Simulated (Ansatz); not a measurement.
SiC:
```xyz
2
Lattice="0.0000 2.1645 2.1645 2.1645 0.0000 2.1645 2.1645 2.1645 0.0000" Properties=species:S:1:pos:R:3 pbc="T T T"
Si     3.2468     3.2468     3.2468
C      0.0000     0.0000     0.0000
```

Relaxed with LDA. Special points in fractions of this cell's reciprocal vectors: Γ (0.000, 0.000, 0.000); X (0.500, 0.000, 0.500); U (0.625, 0.250, 0.625); K (0.375, 0.375, 0.750); L (0.500, 0.500, 0.500); W (0.500, 0.250, 0.750).

### Question
List the band energies nearest the valence-band maximum at these points for LDA (plane waves, PAW; program Ansatz).

### Answer
In eV from the valence-band maximum; about four levels below and three above (degenerate sets whole), none deeper than 8.9 eV; … stands for higher levels left out; points with the same levels are listed once.

| k | below | above |
|---|---|---|
| Γ | 0.00 0.00 0.00 | 6.50 … |
| X | -7.88 -3.24 -3.24 | 1.30 4.27 … |
| U | -7.33 -5.67 -2.63 | 3.06 7.77 … |
| L | -8.67 -1.06 -1.06 | 5.56 … |
| W | -7.07 -5.11 -4.79 | 5.17 9.52 … |

Space group F-43m (zinc blende). The LDA relaxation kept the symmetry of its start.

Potentials: the earlier of the program's two PAW sets. The files were generated under PBE; for other functionals the program regenerates the frozen cores, and for LDA and PBEsol the local potential too.
